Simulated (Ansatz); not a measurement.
MgB$_{2}$ (AlB2 type, space group P6/mmm)

```
CELL_PARAMETERS angstrom
      6.14864     0.00000     0.00000
     -1.53716     2.66244     0.00000
      3.07432     0.00000     3.52754
ATOMIC_POSITIONS crystal
  Mg 0.00000 0.00000 0.00000
  Mg 0.50000 0.00000 0.00000
  B  0.91667 0.66667 0.50000
  B  0.41667 0.66667 0.50000
  B  0.08333 0.33333 0.50000
  B  0.58333 0.33333 0.50000
```

A phonon eigenvector at L = (0.5, 0.0, 0.5) is frozen into this cell: atom i moves by Q times the vector below, so Q is the largest atomic displacement, in Å. The cell is held. (q is in reciprocal vectors of the primitive cell; the cell shown is doubled to hold the pattern.)

```csv
atom,x,y,z
B3,0.866,0.500,0.000
B4,-0.866,-0.500,0.000
B5,-0.866,-0.500,0.000
B6,0.866,0.500,0.000
```

Atoms not listed stay in place.

All values below come from PBE (plane waves to 420 eV, PAW, scalar-relativistic; Ansatz, a program for electronic structure). k mesh 17×17×17 (Γ-centred), Fermi-Dirac smearing 0.05 eV. Energies are smeared free energies. With partly filled bands, energies and forces of such displacements shift with the k mesh and the smearing. MgB2 was relaxed with its symmetry unable to fall. ΔE is measured from the undisplaced structure.

Successive frames, forces in eV/Å:

```
frame         ΔE (eV/cell)               F on Mg1               F on Mg2                F on B3                  F on B4                  F on B5                F on B6
------------  ------------  ---------------------  ---------------------  ---------------------  -----------------------  -----------------------  ---------------------
Q = -0.150 Å         0.966  (0.000, 0.000, 0.000)  (0.000, 0.000, 0.000)  (2.315, 1.337, 0.000)  (-3.003, -1.734, 0.000)  (-2.315, -1.337, 0.000)  (3.003, 1.734, 0.000)
Q = -0.120 Å         0.629  (0.000, 0.000, 0.000)  (0.000, 0.000, 0.000)  (1.958, 1.131, 0.000)  (-2.441, -1.409, 0.000)  (-1.958, -1.131, 0.000)  (2.441, 1.409, 0.000)
Q = -0.090 Å         0.358  (0.000, 0.000, 0.000)  (0.000, 0.000, 0.000)  (1.548, 0.894, 0.000)  (-1.841, -1.063, 0.000)  (-1.548, -0.894, 0.000)  (1.841, 1.063, 0.000)
Q = -0.060 Å         0.161  (0.000, 0.000, 0.000)  (0.000, 0.000, 0.000)  (1.081, 0.624, 0.000)  (-1.222, -0.706, 0.000)  (-1.081, -0.624, 0.000)  (1.222, 0.706, 0.000)
```

**Question.** What are the energy and the forces in the next frame, Q = -0.030 Å?

**Answer.** ΔE (eV/cell) = 0.040.

```tsv
atom	Fx	Fy	Fz
Mg1	0.000	0.000	0.000
Mg2	0.000	0.000	0.000
B3	0.565	0.326	0.000
B4	-0.601	-0.347	0.000
B5	-0.565	-0.326	0.000
B6	0.601	0.347	0.000
```

(For displaced atoms, the force is minus the slope of the energy, and its curvature is a force constant, which sets phonon frequencies.)
